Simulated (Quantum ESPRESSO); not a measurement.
How shieldings converge in MgH$_{2}$

```
CELL_PARAMETERS angstrom
      4.47669     0.00000     0.00000
      0.00000     4.47669     0.00000
      0.00000     0.00000     2.99254
ATOMIC_POSITIONS crystal
  Mg 0.50000 0.50000 0.50000
  Mg 0.00000 0.00000 0.00000
  H  0.69557 0.69557 0.00000
  H  0.30443 0.30443 0.00000
  H  0.80443 0.19557 0.50000
  H  0.19557 0.80443 0.50000
```
The cell comes from the Materials Project (a computed structure). It is MgH2 in P4₂/mnm. Stability against distortions was not tested.

Method: GIPAW with PBE in a modified build of Quantum ESPRESSO, on JTH PAW datasets; kept fixed: cutoff 30 Ha. Costs are rough, from a shared machine. Shieldings are absolute and leave out the bulk-susceptibility term; a larger σ means a smaller chemical shift. The datasets of Mg hold no d projectors, which limits absolute σ on these atoms.

```csv
k-mesh,σ_iso Mg (ppm),f-sum rule missed by (%),irreducible k-points,rough cost ratio
2×2×3 shifted,545.0,2.0,2,about 1
3×3×4 shifted,550.3,0.74,6,4
3×3×5 shifted,550.3,0.76,9,6
4×4×6 shifted,548.2,0.13,9,4
5×5×7 shifted,547.7,0.02,24,8
6×6×8 shifted,547.6,0.00,24,10
6×6×9 shifted,547.6,0.00,30,7
```

Largest spread: σ_iso Mg (ppm) moves over 5.3 across the rows.
